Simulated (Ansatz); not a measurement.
Si: two-dimensional strain map

Computed with DFT LDA, scalar-relativistic, plane waves, PAW in Ansatz 0.2.0. The runs took a 420 eV cutoff, a Γ-centred 12×12×6 mesh and Gaussian smearing (0.03 eV). No spin polarisation. Energies are free energies at this smearing, counted from the undisturbed cell; pressure is positive in compression.

Zero of the scan (as given, not relaxed at this level; it stands at -2.0 GPa; this form isn't the usual structure):

```yaml
crystal:
  lattice:
    - [3.83132, 0.00000, 0.00000]
    - [-1.91566, 3.31802, 0.00000]
    - [0.00000, 0.00000, 6.33262]
  atoms:
    - { symbol: Si, position: [0.33333, 0.66667, 0.06301] }
    - { symbol: Si, position: [0.66667, 0.33333, 0.56301] }
    - { symbol: Si, position: [0.33333, 0.66667, 0.43699] }
    - { symbol: Si, position: [0.66667, 0.33333, 0.93699] }
```

The cell is strained by p along both x and y and by q along z, fractional coordinates fixed. Points are written (p, q).

Energy above the undisturbed cell in meV/atom (a dash: not computed):

| p \ q | -0.080 | -0.040 | 0.000 | 0.040 | 0.080 |
| --- | --- | --- | --- | --- | --- |
| -0.080 | 359.7 | 250.6 | 209.0 | 215.6 | 254.6 |
| -0.040 | 155.4 | 61.4 | 34.9 | 56.1 | 110.5 |
| 0.000 | 100.7 | 16.8 | 0.0 | 30.6 | 93.7 |
| 0.040 | 153.2 | ? | 65.3 | – | 169.2 |
| 0.080 | ? | 206.9 | 199.7 | ? | ? |

**Question.** Fill in the withheld energies.

**Answer.** (0.040, -0.040): 76.2; (0.080, -0.080): 279.3; (0.080, 0.040): 238.4; (0.080, 0.080): 308.3.